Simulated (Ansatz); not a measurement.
Ba₃PbO: energy along a strain

Ba₃PbO, Pm-3m, a = 5.459 Å (as given, not relaxed at this level: -0.9 GPa). The structure is a COD entry; whether it is the stable form wasn't checked. Ansatz: PBEsol, PAW, 420 eV, Γ-centred 10×10×10 mesh on 5 atoms, Gaussian smearing 0.15 eV; no spin polarisation. Cell vectors (Å): 5.459 0.000 0.000; 0.000 5.459 0.000; 0.000 0.000 5.459. The cell is strained by x per cent times the pattern (1 1 0 0 0 0) in the order xx yy zz yz xz xy (engineering shears), with fractional coordinates held. y is the free energy over the start, V0 = 32.536 Å³/atom.

```tsv
x (%)	y (meV/atom)
-6.00	55.02
-4.50	24.38
-3.00	6.07
-1.50	-1.57
0.00	0.00
1.50	9.50
3.00	25.81
4.50	47.90
5.25	?
6.00	74.89
```

Fit y = c1 x + c2 x² + c3 x³ to the other rows, get the stiffness along the pattern, and predict the missing energy.

Least squares on the rows shown. y = 3.8359 x + 1.7982 x² − 0.060534 x³. The clamped-ion stiffness p·C·p = 2 × 17.98 eV × 160.2 / 32.536 Å³ = 177 GPa (second derivative at the start, which stands under stress). At x = 5.25 the fit asked for gives 60.94 meV/atom. The run gave 60.83 meV/atom, so the fit is 0.11 meV/atom too high, within the rms miss on the fitted rows (0.22 meV/atom).

Spin–orbit coupling is left out, which can shift energies with elements as heavy as these.